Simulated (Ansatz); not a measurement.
## FePt3 (P-6m2) at 2 levels of theory

One geometry, relaxed with PBE; plane waves with PAW potentials in Ansatz, scalar-relativistic. Collinear spin, ending at 3.7 μB a primitive cell. Gaps are the least over mesh and band path; pressure is positive in compression.

Space group P-6m2 (No. 187). a = 2.749 Å, b = 2.749 Å, c = 9.141 Å, α = 90.00°, β = 90.00°, γ = 120.00°
```
atom  site  symmetry       x       y       z
  Fe    1f      -6m2  0.6667  0.3333  0.5000
  Pt    1e      -6m2  0.6667  0.3333  0.0000
  Pt    2h       3m.  0.3333  0.6667  0.7311
```

| level | cutoff (eV) | k mesh | gap (eV) | pressure (GPa) | largest moment (μB) |
| --- | --- | --- | --- | --- | --- |
| PBE | 420 | 18×18×6 | 0 | 0.0 | 3.01 |

Q: What comes out on the same cell with LDA?

A:
| level | cutoff (eV) | k mesh | gap (eV) | pressure (GPa) | largest moment (μB) |
| --- | --- | --- | --- | --- | --- |
| LDA | 420 | 18×18×6 | 0 | -15.3 | 2.93 |

Spin-orbit coupling matters for the bands of heavy elements and is left out.

The structure comes from a generated guess; another structure or a mixture of phases may lie lower.
